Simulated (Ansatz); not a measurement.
The elements of this relaxed trial crystal are hidden behind letters.

```
lattice vectors (Å)
   6.1167    0.0000    0.0000
  -3.0583    5.2972    0.0000
   0.0000    0.0000    2.7939
fractional positions
X 0.1667 0.8333 0.5000
X 0.1667 0.3334 0.5000
X 0.6666 0.8333 0.5000
X 0.6667 0.3333 0.5000
Z 0.3333 0.6667 0.0000
```

These are results of Ansatz 0.2.0, DFT PBE, scalar-relativistic, plane waves, PAW, not measurements. Plane waves to 420 eV, a 6×6×14 mesh through Γ for the 5-atom cell and 0.10 eV Gaussian smearing; no spin polarisation.

- Space group: P-6m2 (No. 187)
- Conventional cell: a = 6.117 Å, c = 2.794 Å
- Volume per atom: 18.11 Å³
- Density: 5.41 g/cm³
- Formation energy: −0.22 eV/atom
- Gap on the 6×6×14 mesh of the 5-atom cell: 0 eV (a metal)

Energies are uncorrected and count from the elements' standard states at the same level.

Question: X is a p-block element of period 4 and Z is a p-block element of period 2. Which elements are they?

Answer: X = Ga, Z = O, so the formula is Ga4O. Density times volume gives a mean mass of 5.41 × 18.11/1.6605 = 59.0 u per atom, and this set has 59.0 u. Among the elements that the hints allow, noble gases aside, only these give it. Around Ga on a site of symmetry mm2 lie 2 O at 2.25 Å, 2 Ga at 2.79 Å and 6 Ga at 3.06 Å; around Ga on a site of symmetry -6m2 lie 2 Ga at 2.79 Å and 6 Ga at 3.06 Å; around O lie 6 Ga at 2.25 Å and 2 O at 2.79 Å.

A structure relaxed within its symmetry needn't be a true minimum.
